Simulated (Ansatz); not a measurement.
Sn:
```yaml
crystal:
  lattice:
    - [3.28905, 0.00000, 0.00000]
    - [-1.64452, 2.84840, 0.00000]
    - [0.00000, 0.00000, 5.60139]
  atoms:
    - { symbol: Sn, position: [0.33333, 0.66667, 0.75000] }
    - { symbol: Sn, position: [0.66667, 0.33333, 0.25000] }
```

Relaxed with PBEsol. Special points in fractions of this cell's reciprocal vectors: Γ (0.000, 0.000, 0.000); M (0.500, 0.000, 0.000); K (0.333, 0.333, 0.000); A (0.000, 0.000, 0.500); L (0.500, 0.000, 0.500); H (0.333, 0.333, 0.500).

List the band energies nearest the Fermi level at these points for plane-wave PAW PBEsol (Ansatz code).

In eV from the Fermi level; about four levels below and three above (degenerate sets whole), none deeper than 8.9 eV; points with the same levels are listed once.

```tsv
k	below	above
Γ	-7.23 -4.85	6.51 6.51 7.32
M	-5.92 -2.53 -1.78 -0.75	1.26 2.53 6.04
K	-5.51 -5.51 -3.22 -0.49 -0.49	0.26 0.93 0.93
A	–	0.52 0.52 7.38 7.38 7.38 7.38
L	-5.93 -5.93 -4.17 -4.17	3.70 3.70 3.83 3.83
H	-2.86 -2.86 -1.98 -1.98	4.91 4.91 8.68 8.68
```

Space group P6_3/mmc (hcp (Mg type)). The start of the workflow was typed in or built on a structure type; neither database checked (COD, Materials Project) lists it. It is not the phase usual at ambient conditions (space group No. 141). The cell was relaxed with PBEsol under the symmetry of its start; whether a distortion lowers the energy is not shown. Scalar-relativistic: spin–orbit coupling is off unless named, which matters more the heavier the elements.

Potentials: the earlier of the program's two PAW sets. The files were generated under PBE; for other functionals the program regenerates the frozen cores, and for LDA and PBEsol the local potential too.
